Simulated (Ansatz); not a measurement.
LiCl (rock salt, Fm-3m), the program Ansatz at the PBE level (PAW). The conduction-band minimum lies at Γ, with 1 equivalent valley. Second derivatives d²E/dk² of the lowest band at one valley (eV·Å²), along Cartesian directions:

| direction | d²E/dk² |
|---|---|
| [100] | 16.29 |
| [010] | 16.29 |
| [001] | 16.29 |
| [110] | 16.29 |
| [101] | 16.29 |
| [011] | 16.29 |

Q: Find the principal effective masses, the density-of-states mass and the conductivity mass.

A: Off-diagonal terms follow from H_xy = H[110] − (H_xx + H_yy)/2, and m*/mₑ = 7.620 eV·Å² over each eigenvalue: 0.47, 0.47, 0.47. One valley's DOS mass (m₁m₂m₃)^(1/3) = 0.47, conductivity mass 3/(Σ 1/mᵢ) = 0.47 mₑ.

Q: What effective density of states Nc follows at 300 K for parabolic valleys?

A: Nc = 2.509e19 × 1 × (0.47)^(3/2) ≈ 8.1e18 cm⁻³.

Q: With the computed static dielectric constant 15.5 (mean of the diagonal), estimate a hydrogenic donor's binding energy and radius.

A: E = 13.606 eV × 0.47/15.5² ≈ 27 meV; a = 0.529 Å × ε/m* ≈ 17 Å. Semilocal masses tend to be too small where the gap is.

Q: With ε∞ = 2.94 and ω_LO = 383 cm⁻¹, what Fröhlich coupling constant follows?

A: α = (1/ε∞ − 1/ε0) √(m* × 13.606 eV/ħω_LO) = 3.2.

The cell was relaxed with PBE under the symmetry of its start; phonons on a q-mesh show no instability.

Potentials: the later of the program's two PAW sets.
